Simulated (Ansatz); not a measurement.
Input:

Be (hcp, Mg type)

```
Be
1.0
    2.25712     0.00000     0.00000
   -1.12856     1.95472     0.00000
    0.00000     0.00000     3.55289
Be
2
Direct
  0.33333   0.66667   0.75000
  0.66667   0.33333   0.25000
```

E(V) scan at fixed shape, V₀ the volume above. Symmetry pins the atoms to their sites.

Level of theory: PBEsol (plane waves to 420 eV, PAW, scalar-relativistic; Ansatz, a quantum-chemistry and plane-wave program). k mesh 23×23×13 (Γ-centred), Fermi-Dirac smearing 0.05 eV. E stands for the smeared free energy. Stress and pressure are positive under compression. With the shape held, the modulus is that of even scaling; a crystal free to change shape is softer. Be was relaxed with its symmetry unable to fall. The zero of ΔE is the relaxed starting cell.

The scan covers V/V₀ from 0.900 to 1.100 in 9 points.

Q: What pressure does the cell carry at V/V₀ = 0.900?

A: 15.6 GPa.

Q: What is ΔE at V/V₀ = 1.100?

A: 27 meV/atom.

Q: What is ΔE at V/V₀ = 0.900?

A: 35 meV/atom.

(Under strain, the slope of the energy per volume gives the stress and its curvature an elastic modulus.)
